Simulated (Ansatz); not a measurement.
## Stationary points along a deformation path in NaIO3

Theory: DFT LDA, scalar-relativistic, plane waves, PAW (Ansatz). Settings: plane waves to 420 eV, k-mesh 12×12×14 (Γ-centred), Gaussian smearing 0.15 eV. Spin–orbit coupling is left out, which matters for the heavy elements here. No spin polarisation. Energies are free energies at this smearing, counted from the undisturbed cell; pressure is positive in compression.

Zero of the scan (as given, not relaxed at this level; it stands at -11.2 GPa, and it needn't be the usual structure):

```
CELL_PARAMETERS angstrom
2.87500 -3.18500 0.00000
2.87500 3.18500 0.00000
0.00000 0.00000 4.05000
ATOMIC_POSITIONS crystal
Na 0.00000 0.00000 0.00000
I 0.50000 0.50000 0.50000
O 0.00000 0.00000 0.50000
O 0.00000 0.50000 0.00000
O 0.50000 0.00000 0.00000
```

At fixed volume and fractional coordinates, lengths along (0.000, 0.000, 1.000) are scaled against those across it; ρ is that ratio over its starting value. V = 14.834 Å³/atom. Δσ is the stress along the axis less the mean stress across it (compression positive).

| ρ | ΔE (meV/atom) | Δσ (GPa) | space group |
| --- | --- | --- | --- |
| 0.800 | 293.4 | 38.00 | Cmmm |
| 0.850 | 169.8 | 28.21 | Cmmm |
| 0.920 | 60.9 | 16.74 | Cmmm |
| 0.960 | 23.8 | 11.60 | Cmmm |
| 1.000 | 0.0 | 7.41 | Cmmm |
| 1.050 | -15.8 | 3.18 | Cmmm |
| 1.100 | -19.8 | -0.29 | Cmmm |
| 1.200 | -2.5 | -6.08 | Cmmm |
| 1.300 | 39.5 | -10.73 | Cmmm |

Task: How does the stress give the slope of the energy, and where is the energy stationary?

Result: Along the path d ln(length) is 2/3 d ln ρ on the axis and −1/3 d ln ρ across it, so dE/d ln ρ = −(2/3) V Δσ: the energy falls with ρ where Δσ is positive. Δσ vanishes or changes sign between ρ = 1.050 and 1.100, a minimum (near 1.10 by linear interpolation). Pairs of stationary points between two samples would go unseen, and could change a minimum read from distant neighbours into a maximum.

Task: Integrate that slope from ρ = 1 to 1.200 by the trapezoid rule.

Result: With V/N in Å³ and 1 eV/Å³ = 160.2 GPa the slopes at ρ = 1.000, 1.050, 1.100, 1.200 are -457, -196, 18, 375 meV/atom per unit of ln ρ. The steps add (-16.0) + (-4.2) + 17.1 = -3.0 meV/atom, against -2.5 from the energies; the trapezoid rule misses the curvature of the slope within each step.

Task: Is the start the lowest point of the path?

Result: No: ρ = 1.100 lies 19.8 meV/atom lower, with no sampled rise above the start on the way. Volume and inner coordinates are held, so a relaxed structure there would lie lower still.

No gap shows at this level, though a semilocal functional can close a small gap that the real compound has; without a gap these slopes depend on the k mesh and the smearing.